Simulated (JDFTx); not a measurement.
Unstrained cell:

Cu(100) slab cut from bulk Cu (space group Fm-3m, indices of the conventional cell, lattice of the Materials Project entry mp-30, not re-optimised): 5 atoms in 5 planes, a 1x1 cell of 6.40 Å² (|a| = 2.530, |b| = 2.530 Å), 7.3 Å between the outermost planes, cell height 23.2 Å, 8×8×1 k mesh, Fermi smearing 0.01 Ha, no spin polarisation.

Level of theory: PBE, GBRV ultrasoft potentials, plane waves to 20/100 Ha; code: JDFTx (a modified build). The in-plane lattice is scaled by the biaxial strain ε at a fixed k mesh and cell height, and all atoms off the mid-plane are relaxed in vacuum within the cell's symmetry. Zero strain is the lattice given, not this level's minimum.

Liquid: CANDLE, water, 1 M KCl. U vs SHE = −μ/e − 4.44 V throughout (conventional absolute potential of the hydrogen electrode).

```csv
ε (%),U_pzc (V vs SHE)
-3,-0.04
-1.5,withheld
0,-0.15
1.5,-0.20
3,-0.23
```

Fit U_pzc = sε + U₀ to the other rows by least squares, predict the withheld value, and compare with the run.

The fit gives s (V/%) = -0.0324, U₀ (V) = -0.143, with a root-mean-square miss of 0.008 V on its own rows. It predicts -0.09 V; the run gives -0.10 V, a miss of 0.01 V.
